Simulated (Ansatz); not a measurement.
Relaxation of a relaxed HfN cell, doubled along one cell vector, shaken by Gaussian noise of σ = 0.08 Å a coordinate; 4 atoms in the cell, which starts as P1 (No. 1), aP4; a = b = 3.2000 Å, c = 5.5425 Å, α = β = 73.22°, γ = 60.00°. These are r2SCAN (plane waves to 500 eV, PAW, scalar-relativistic; Ansatz, a first-principles code) values and carry that method's errors. Γ-centred k-mesh 9×9×5 on the run's cell (coarser than for final values), Fermi–Dirac smearing 0.05 eV. This is the first round of the run. 

The optimiser's lines from the output (shortened; P is positive under compression):

```
relax step   1: F+E_penalty+E_count = -32242.96450015 eV  Δ(F+E_penalty+E_count) = +0.000e0 eV  max|allowed force component| = 1.482e0 eV/Å  Δτ_max = 0.0000 Å  P = +3.913 GPa  Ω = 46.341 Å³  (9 SCF iters, dr2 threshold 1.00e-7 eV, accepted)
relax step   2: F+E_penalty+E_count = -32243.23268410 eV  Δ(F+E_penalty+E_count) = -2.682e-1 eV  max|allowed force component| = 3.560e-1 eV/Å  Δτ_max = 0.1378 Å  P = +1.164 GPa  Ω = 46.200 Å³  (10 SCF iters, dr2 threshold 4.00e-7 eV, accepted)
relax step   3: F+E_penalty+E_count = -32243.27067809 eV  Δ(F+E_penalty+E_count) = -3.799e-2 eV  max|allowed force component| = 2.943e-3 eV/Å  Δτ_max = 0.0374 Å  P = -0.843 GPa  Ω = 46.485 Å³  (8 SCF iters, dr2 threshold 4.00e-7 eV, accepted)
relax step   4: F+E_penalty+E_count = -32243.27126763 eV  Δ(F+E_penalty+E_count) = -5.895e-4 eV  max|allowed force component| = 1.829e-4 eV/Å  Δτ_max = 0.0003 Å  P = +0.193 GPa  Ω = 46.314 Å³  (5 SCF iters, dr2 threshold 4.00e-7 eV, accepted)
relax step   5: F+E_penalty+E_count = -32243.27127764 eV  Δ(F+E_penalty+E_count) = -1.001e-5 eV  max|allowed force component| = 1.117e-4 eV/Å  Δτ_max = 0.0000 Å  P = -0.011 GPa  Ω = 46.347 Å³  (3 SCF iters, dr2 threshold 1.24e-7 eV, accepted)
relax step   6: F+E_penalty+E_count = -32243.27127843 eV  Δ(F+E_penalty+E_count) = -7.976e-7 eV  max|allowed force component| = 9.145e-5 eV/Å  Δτ_max = 0.0000 Å  P = +0.002 GPa  Ω = 46.345 Å³  (5 SCF iters, dr2 threshold 1.26e-9 eV, accepted)
relax step   7: F+E_penalty+E_count = -32243.27127645 eV  Δ(F+E_penalty+E_count) = +1.983e-6 eV  max|allowed force component| = 1.169e-4 eV/Å  Δτ_max = 0.0000 Å  P = +0.003 GPa  Ω = 46.345 Å³  stress off target by 3.95e-3 GPa  SCF on the basis re-selected at this cell (its energy is not comparable with the rows above)  (6 SCF iters)
```

From the first to the last row the energy changes by -0.08 eV/atom and the volume by 0.0 %. The last row is marked as not comparable with the walk above it, whose basis was carried along; it does compare with step 1, since both stand on a basis selected at the nominal cutoff for their own cell.

Later rounds, restarted from the end of this one on a renewed k-mesh, logged 4 more steps and released under 0.01 eV/atom more. The final structure after all rounds: Fm-3m (No. 225), cF8, rock salt type; a = 4.525 Å, b = 4.525 Å, c = 4.525 Å, α = 90.00°, β = 90.00°, γ = 90.00°. No spin polarisation in the result. The relaxed primitive cell holds an odd number of electrons. A magnetic state may lie lower.
